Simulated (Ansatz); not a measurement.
The relaxed structure here is a generated cell of BeCo: the first start was made by placing the elements on the sites of a structure type, and the end was not matched to a known phase here, so it may be hypothetical.

One starting cell of BeCo (a generated trial cell of BeCo in the AFLOW prototype AB_hP8_194_ad_f (B_i, as in TiAs)) was relaxed twice with Ansatz (plane waves, PAW, scalar-relativistic): with PBEsol at 420 eV and with PBE at 420 eV. The PBEsol result:

BeCo has the hexagonal space group P6₃/mmc (No. 194), Pearson symbol hP8. Lattice parameters: a = 2.406 Å, b = 2.406 Å, c = 14.150 Å, α = 90.00°, β = 90.00°, γ = 120.00°. Be on 4f is surrounded by 6 Co at 2.248 Å. Co1 on 2a sees 6 Be at 2.248 Å and 6 Co at 2.406 Å (cuboctahedral). Co2 on 2c is surrounded by 6 Be at 2.249 Å and 6 Co at 2.406 Å (anticuboctahedral). (Neighbours: up to the widest gap in distance over summed covalent radii, below 1.35, at either atom.)

```tsv
quantity	PBEsol	PBE
space group	P6₃/mmc	P6₃/mmc
volume (Å³/atom)	8.86	…
a (Å)	2.406	…
c (Å)	14.150	…
gap (eV, no spin-orbit coupling)	0.00	…
```

What does PBE give for the same quantities?


- volume (Å³/atom), PBE: 9.14
- a (Å), PBE: 2.434
- c (Å), PBE: 14.251
- gap (eV, no spin-orbit coupling), PBE: 0.00

Both levels end in the same structure; PBE's volume is 3.1 % larger. Neither column is exact.

No spin polarisation in the result. A magnetic state may lie lower.

The run could not lose the symmetry of its start, so the end can be a saddle point.

Ansatz is a quantum-chemistry and plane-wave program.
